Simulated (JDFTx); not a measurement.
# Double layer at Pb(110)

| Property | Result |
|---|---|
| surface | Pb(110) |
| bulk | Pb, Fm-3m, lattice of mp-20483 (not re-optimised) |
| slab | 8 atoms in 8 planes, 1x1, 12.1 Å between the outermost planes |
| in-plane cell | 3.528 × 4.990 Å, 17.60 Å² |
| cell height | 28.3 Å |
| sampling | 6×4×1 k mesh, Fermi smearing 0.01 Ha, no spin polarisation |

Method: PBE, GBRV ultrasoft potentials, plane waves to 20/100 Ha, in JDFTx (a modified build). Outer atoms relaxed in vacuum, keeping the start's symmetry. The same nuclei were then put into each liquid, at zero charge and at set potentials or charges. Ideal, unreconstructed faces without any overlayer. SHE scale: U = −μ/e − 4.44 V, by convention.

In vacuum the work function is 3.71 eV, which would put the uncharged electrode at -0.73 V vs SHE if the liquid did nothing. Each liquid moves the Fermi level of the neutral slab, now counted from the bulk liquid: linear PCM (GLSSA13), water, 1 M KF by 0.25 eV, to a potential of zero charge of -0.97 V; SCCS (g09 parameters), water, 1 M KF by 0.11 eV, to a potential of zero charge of -0.83 V; soft-sphere model, water, 1 M KF by 0.61 eV, to a potential of zero charge of -1.34 V. The models of water differ by 0.50 V among themselves.

Charging:

```json
[
 {"liquid": "linear PCM (GLSSA13), water", "U − U_pzc (V)": "-0.88", "σ (μC/cm²)": "-14.8", "σ/(U − U_pzc) (μF/cm²)": "17", "Δγ (mJ/m²)": "-67"},
 {"liquid": "linear PCM (GLSSA13), water", "U − U_pzc (V)": "-0.68", "σ (μC/cm²)": "-11.7", "σ/(U − U_pzc) (μF/cm²)": "17", "Δγ (mJ/m²)": "-41"},
 {"liquid": "linear PCM (GLSSA13), water", "U − U_pzc (V)": "-0.48", "σ (μC/cm²)": "-8.4", "σ/(U − U_pzc) (μF/cm²)": "18", "Δγ (mJ/m²)": "-21"},
 {"liquid": "linear PCM (GLSSA13), water", "U − U_pzc (V)": "-0.22", "σ (μC/cm²)": "-4.0", "σ/(U − U_pzc) (μF/cm²)": "18", "Δγ (mJ/m²)": "-4"},
 {"liquid": "linear PCM (GLSSA13), water", "U − U_pzc (V)": "0.17", "σ (μC/cm²)": "3.3", "σ/(U − U_pzc) (μF/cm²)": "19", "Δγ (mJ/m²)": "-3"},
 {"liquid": "linear PCM (GLSSA13), water", "U − U_pzc (V)": "0.92", "σ (μC/cm²)": "21.1", "σ/(U − U_pzc) (μF/cm²)": "23", "Δγ (mJ/m²)": "-91"},
 {"liquid": "SCCS (g09 parameters), water", "U − U_pzc (V)": "-0.42", "σ (μC/cm²)": "-4.9", "σ/(U − U_pzc) (μF/cm²)": "12", "Δγ (mJ/m²)": "-10"},
 {"liquid": "SCCS (g09 parameters), water", "U − U_pzc (V)": "-0.22", "σ (μC/cm²)": "-2.6", "σ/(U − U_pzc) (μF/cm²)": "12", "Δγ (mJ/m²)": "-3"},
 {"liquid": "soft-sphere model, water", "U − U_pzc (V)": "-0.31", "σ (μC/cm²)": "-11.8", "σ/(U − U_pzc) (μF/cm²)": "38", "Δγ (mJ/m²)": "-18"},
 {"liquid": "soft-sphere model, water", "U − U_pzc (V)": "0.59", "σ (μC/cm²)": "18.4", "σ/(U − U_pzc) (μF/cm²)": "31", "Δγ (mJ/m²)": "-56"}
]
```

The mean capacitance runs from 12 to 38 μF/cm². Δγ, the grand free energy per area against the neutral surface, is negative throughout, since charging at a held potential lowers it. The cavity function reaches one half at 2.3 Å (linear PCM (GLSSA13), water), 2.5 Å (SCCS (g09 parameters), water), 1.7 Å (soft-sphere model, water) above the top atoms; the models define their cavities differently. No specific adsorption of ions or solvent is in these numbers.
